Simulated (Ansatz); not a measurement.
Trial structure of Ge3Pd, not yet relaxed:

```cif
data_structure
_symmetry_space_group_name_H-M 'P 1'
_symmetry_Int_Tables_number 1
_cell_length_a 3.4937
_cell_length_b 3.4937
_cell_length_c 5.8435
_cell_angle_alpha 90.000
_cell_angle_beta 90.000
_cell_angle_gamma 90.000
_cell_volume 71.32
loop_
_atom_site_label
_atom_site_type_symbol
_atom_site_fract_x
_atom_site_fract_y
_atom_site_fract_z
_atom_site_occupancy
Ge1 Ge 0.50000 0.00000 0.19093 1
Ge2 Ge 0.00000 0.50000 0.19093 1
Ge3 Ge 0.00000 0.00000 0.56348 1
Pd1 Pd 0.50000 0.50000 0.45996 1
```

Method: DFT PBE, scalar-relativistic, plane waves, PAW (Ansatz 0.2.0). Cutoff 420 eV; k points 6×6×4 on the computed 4-atom cell (Γ-centred); Gaussian smearing, width 0.10 eV; no spin polarisation.

The zero of energy is the elements' standard structures at the same level; no fitted shifts are applied.

Question: What does a single point on this coarse mesh give?

Answer: The pressure is 37.6 GPa (the mean over three directions, positive in compression), the largest force is 5.31 eV/Å, and the energy is +0.71 eV/atom against the elements. The shortest distance is 2.35 Å.

Question: Is it a good guess?

Answer: A rough one: relaxing gains about 0.65 eV/atom (the start's value is from the coarse mesh, so the gain is rough) in 22 ionic steps and ends at +0.06 eV/atom on the finer mesh. The symmetry stays P4mm (No. 99). The volume per atom grows by 2.1 %, from 17.8 to 18.2 Å³. The shortest distance goes from 2.35 Å (Ge–Pd) to 2.67 Å (Ge–Pd). The ratio c/a of the conventional cell changes by a factor of 0.62. Conventional cell: a = 4.127 Å, c = 4.275 Å. Ge on a site of symmetry 2mm is surrounded by 2 Pd at 2.67 Å, 6 Ge at 2.83–2.92 Å, 2 Ge at 3.12 Å and 2 Pd at 3.30 Å; Ge on a site of symmetry 4mm is surrounded by 4 Ge at 2.83 Å, 4 Pd at 2.99 Å and 4 Ge at 3.12 Å; around Pd lie 4 Ge at 2.67 Å, 4 Ge at 2.99 Å and 4 Ge at 3.30 Å.

The last run used a 12×12×10 mesh (in the run's order of axes) for its 4-atom cell and Gaussian smearing of 0.10 eV. The relaxation can't lower the symmetry of the start, and the grade says only how near the guess is to its own end. Symmetry constrained the relaxation, so the result can be a saddle point. Another cell of Ge3Pd relaxed alike, in P-62m, lies 31 meV/atom lower, so this cell isn't the stable form at this level.
